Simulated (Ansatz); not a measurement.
# Computed properties of BeS

BeS:
```yaml
crystal:
  lattice:
    - [3.30048, 0.00000, 0.00000]
    - [-1.65024, 2.85830, 0.00000]
    - [0.00000, 0.00000, 5.24680]
  atoms:
    - { symbol: Be, position: [0.00000, 0.00000, 0.00000] }
    - { symbol: Be, position: [0.00000, 0.00000, 0.50000] }
    - { symbol: S, position: [0.33333, 0.66667, 0.25000] }
    - { symbol: S, position: [0.66667, 0.33333, 0.75000] }
```

Space group P6_3/mmc (No. 194), NiAs type; conventional cell a = 3.3005 Å, b = 3.3005 Å, c = 5.2468 Å, α = 90.00°, β = 90.00°, γ = 120.00°.

Method: the program Ansatz at the PBE level (PAW). Geometry: relaxed at this level of theory. Other levels are named where they apply.

### Cell and energy

```yaml
volume_per_atom: 12.37 Å³
density: 2.76 g/cm³
Formation energy from the elements (no fitted shifts): -0.55 eV/atom
```

### Electronic structure

```yaml
band_gap: 1.44 eV (indirect)
valence_band_maximum: at Γ
conduction_band_minimum: at K (2 equivalent valleys)
smallest_direct_gap_on_the_standard_path: 3.42 eV
electron_effective_mass: 0.35, 0.59, 0.59 mₑ (principal values)
hole_effective_mass: 0.19, 4.0, 4.0 mₑ (principal values)
```

### Mechanics

```yaml
Bulk modulus (Birch–Murnaghan fit): 108 GPa
Pressure derivative B′: 3.8
```

This is a known high-pressure phase of the composition, computed here at zero pressure and temperature. The cell was relaxed with PBE under the symmetry of its start; whether a distortion lowers the energy is not shown. The references are the lowest solids computed at this level, not always the standard phases.

Potentials: the earlier of the program's two PAW sets.
